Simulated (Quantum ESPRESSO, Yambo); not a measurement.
Quasiparticle gap of CsNbP₂O₈

Space group C2/m (No. 12); a = 8.7413 Å, b = 5.2614 Å, c = 8.7736 Å, α = γ = 90.00°, β = 93.41°

| atom | site | symmetry | x | y | z |
|---|---|---|---|---|---|
| O | 8j | 1 | 0.0482 | 0.2653 | 0.3482 |
| O | 4i | m | 0.2132 | 0.0000 | 0.5818 |
| O | 4i | m | 0.1798 | 0.5000 | 0.1433 |
| P | 4i | m | 0.1434 | 0.5000 | 0.3047 |
| Nb | 2c | 2/m | 0.5000 | 0.5000 | 0.5000 |
| Cs | 2a | 2/m | 0.0000 | 0.0000 | 0.0000 |
(The calculation used a cell of 12 atoms; values per cell refer to that cell.)

The geometry is that of Materials Project entry mp-555286, symmetrised and not relaxed again.

Starting point: PBEsol (Quantum ESPRESSO, PseudoDojo norm-conserving, 84 Ry, without SOC). G0W0 in Yambo: 2×2×1 Γ-centred k mesh, bands 2 to 295 and a 7 Ry block in the screening, 295 bands in G with the Bruneval-Gonze terminator, plasmon pole fitted at 27.2 eV.

* **PBEsol gap along the band path**: 2.65 eV
* **PBEsol gap between the mesh's edge points ((-0.5, -0.5, 0) → Γ)**: 2.65 eV
* **G0W0 gap between the same points**: 5.01 eV
* **PBEsol smallest direct gap on the mesh (at (-0.5, -0.5, 0))**: 2.75 eV
* **G0W0 direct gap at that point**: 5.12 eV

| k point | band | E PBEsol (eV) | E QP (eV) | shift (eV) | Z |
|---|---|---|---|---|---|
| Γ | VB | -0.14 | -1.06 | -0.92 | 0.79 |
| Γ | CB | 2.65 | 4.05 | 1.40 | 0.81 |
| (0, -0.5, 0) | VB | -0.15 | -1.23 | -1.08 | 0.79 |
| (0, -0.5, 0) | CB | 2.97 | 4.42 | 1.45 | 0.81 |
| (-0.5, -0.5, 0) | VB | 0.00 | -0.96 | -0.96 | 0.79 |
| (-0.5, -0.5, 0) | CB | 2.75 | 4.16 | 1.41 | 0.81 |

Energies count from the PBEsol valence-band maximum.

Nearest settings tried, and what they do to the gap: 193 bands in W, 193 bands in G: +50 meV; 6 Ry block (347 vectors against 407): -1 meV. Not varied: mesh. So the settings aren't converged at that level. The k mesh is coarse.

Spin-orbit splittings are left out.
